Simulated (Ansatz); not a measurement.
## Wurtzite alloy of GaN and ZnO (45 of 48 Ga sites, 45 of 48 N sites exchanged), 96 atoms

Ansatz, PAW, plane waves. PBEsol relaxation of cell lengths and atoms (angles held) at the single k point (¼, ¼, ¼) without its symmetry partners; single points on the relaxed atoms at the Γ point alone, onto which points of the small cell's zone fold. Arrangement: random. No spin–orbit coupling unless named.

Relaxed structure:

```
Zn Ga O N
1.0
     9.69399    0.00000    0.00000
     0.00000   11.18510    0.00000
     0.00000    0.00000   10.44407
Zn Ga O N
45 3 45 3
Direct
  0.16932 0.08357 0.25178
  0.16365 0.08672 0.75193
  0.99409 0.33939 0.24695
  0.99742 0.33127 0.74461
  0.49943 0.08574 0.24819
  0.50790 0.08858 0.74686
  0.33414 0.33366 0.25139
  0.33483 0.33257 0.74715
  0.16458 0.58154 0.24946
  0.16811 0.57981 0.75129
  0.00191 0.83375 0.25380
  0.82820 0.09053 0.75860
  0.67361 0.33968 0.24451
  0.66723 0.32534 0.74244
  0.50200 0.58088 0.24982
  0.50048 0.58272 0.74986
  0.33188 0.83155 0.25241
  0.33370 0.83126 0.75110
  0.83260 0.57711 0.24821
  0.82996 0.58152 0.74627
  0.66629 0.83340 0.25339
  0.66575 0.83546 0.74938
  0.99903 0.16744 0.49681
  0.99620 0.16845 0.99445
  0.33508 0.16663 0.50182
  0.33282 0.16943 0.99877
  0.16615 0.41570 0.49878
  0.16665 0.41516 0.99973
  0.99944 0.66612 0.49759
  0.99794 0.66009 0.00299
  0.66513 0.16816 0.50136
  0.67625 0.16844 0.99117
  0.50165 0.41563 0.49953
  0.50149 0.41593 0.99845
  0.33359 0.66543 0.50041
  0.33376 0.66398 0.00346
  0.16765 0.91743 0.50068
  0.16382 0.91947 0.00125
  0.83093 0.41567 0.49412
  0.83354 0.41500 0.00098
  0.66555 0.66762 0.49976
  0.66743 0.66161 0.00265
  0.49905 0.92007 0.50390
  0.83251 0.92001 0.49911
  0.83355 0.92122 0.99751
  0.99908 0.83144 0.75064
  0.83456 0.08538 0.24119
  0.50048 0.91749 0.99950
  0.99797 0.16200 0.19338
  0.00144 0.16424 0.68319
  0.33322 0.16652 0.18786
  0.33139 0.16350 0.69080
  0.16947 0.41586 0.18865
  0.16670 0.41686 0.68782
  0.00040 0.67121 0.18993
  0.00200 0.67347 0.69167
  0.67175 0.16122 0.19039
  0.49777 0.41581 0.18740
  0.49927 0.41901 0.68802
  0.33352 0.66660 0.19135
  0.33168 0.66711 0.69040
  0.16735 0.91637 0.18887
  0.15888 0.91123 0.69539
  0.83418 0.41933 0.68408
  0.66576 0.67110 0.19043
  0.66531 0.66994 0.68948
  0.49917 0.91598 0.17994
  0.49673 0.91529 0.69308
  0.83375 0.92160 0.19389
  0.84211 0.90819 0.68990
  0.16778 0.08200 0.44031
  0.16947 0.08303 0.94004
  0.00097 0.33303 0.43846
  0.00394 0.33498 0.93259
  0.49750 0.08160 0.43364
  0.49766 0.07531 0.94446
  0.33334 0.33262 0.44008
  0.33411 0.33343 0.93683
  0.16616 0.58420 0.43958
  0.16782 0.58484 0.93993
  0.00029 0.83513 0.44251
  0.00193 0.82877 0.93105
  0.83473 0.08215 0.42207
  0.66408 0.33329 0.43361
  0.66389 0.33508 0.93369
  0.49973 0.58422 0.43906
  0.49902 0.58495 0.93923
  0.33367 0.83395 0.44088
  0.33999 0.83719 0.94428
  0.83257 0.58686 0.44099
  0.83231 0.58692 0.93322
  0.66526 0.83675 0.44098
  0.65744 0.83447 0.94341
  0.66954 0.16269 0.68274
  0.83467 0.41820 0.18383
  0.83723 0.08107 0.94303
```

Question: What are the mean bond lengths by pair (pairs within 1.2 times the sum of covalent radii, less contacts 15 % beyond the pair's median; cation–cation pairs of compounds aside; long ionic contacts are cut short by that bound)?

Answer: Ga–O 1.877 ± 0.012 Å (standard deviation, 12 bonds); N–Zn 1.904 ± 0.013 Å (standard deviation, 12 bonds); O–Zn 1.985 ± 0.037 Å (standard deviation, 168 bonds).

Question: What gap lies between the top filled and the lowest empty level in the single points?

Answer: HSE06 1.35 eV (67 s on NVIDIA H100).
